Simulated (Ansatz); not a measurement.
**Property card for VInO4**

VInO4:
```
VInO4
1.0
    2.86813    -4.27345     0.00000
    2.86813     4.27345     0.00000
    0.00000     0.00000     6.64275
V In O
2 2 8
Cartesian
  2.86813  -1.20400   1.66069
  2.86813   1.20400   4.98206
  0.00000   0.00000   3.32137
  0.00000   0.00000   0.00000
  2.86813   2.15992   3.62572
  2.86813  -2.15992   3.01703
  2.86813  -2.15992   0.30434
  2.86813   2.15992   6.33840
  4.34177   0.21652   4.98206
  1.39449  -0.21652   1.66069
  4.34177  -0.21652   1.66069
  1.39449   0.21652   4.98206
```

Space group Cmcm (No. 63); conventional cell a = 5.736 Å, b = 8.547 Å, c = 6.643 Å, α = 90.00°, β = 90.00°, γ = 90.00°.

Method: PBEsol in the plane-wave PAW code Ansatz. The cell and atoms are relaxed at this level. Other levels are named where they apply.

Cell and energy:

```yaml
volume_per_atom: 13.57 Å³
density: 4.69 g/cm³
Formation energy from the elements (no fitted shifts): -2.05 eV/atom
```

Electronic structure:

```yaml
band_gap: 3.13 eV (direct)
valence_band_maximum: at Y (k = 0.500, 0.500, 0.000 in fractions of the reciprocal vectors)
conduction_band_minimum: at Y (k = 0.500, 0.500, 0.000 in fractions of the reciprocal vectors)
HSE06 gap on the PBEsol cell: 4.72 eV
Gap with spin–orbit coupling: 3.13 eV
```

Mechanics:

```yaml
Bulk modulus (Birch–Murnaghan fit): 75.6 GPa
Pressure derivative B′: 1.7
Elastic constants (relaxed ions, GPa): C11 = 201, C22 = 98.6, C33 = 143, C12 = 64.5, C13 = 73.3, C23 = 37.8, C44 = 44.4, C55 = 47.5, C66 = 34.2
mechanical_stability: stable (all eigenvalues of C positive)
hill_bulk_and_shear_moduli: 82.0 and 42.0 GPa
Young's modulus: 108 GPa
Poisson's ratio: 0.28
debye_temperature_from_the_elastic_constants: 416 K
```

Dielectric response:

```yaml
Electronic dielectric constant ε∞ (DFPT): 4.37 (xx), 4.10 (yy), 4.02 (zz)
Born charges (a third of the trace): V +3.65, In +3.81, O -2.14 to -1.60 e
```

Charges:

```yaml
bader_charges: V +2.16, In +1.94, O -1.11 to -0.94 e
```

The first step of the workflow began from a Materials Project structure, measured or hypothetical; the Crystallography Open Database files this formula in space group No. 63, but the cells were not matched. Whether it is the stable phase at ambient conditions was not checked. The PBEsol relaxation kept the symmetry of its start; its stability against distortions is not shown here. No spin polarisation was allowed. No Hubbard U is applied. The references are the lowest solids computed at this level, not always the standard phases (solids in place of the gases). Spin–orbit coupling is left out wherever it is not named.

Potentials: the later of the program's two PAW sets.
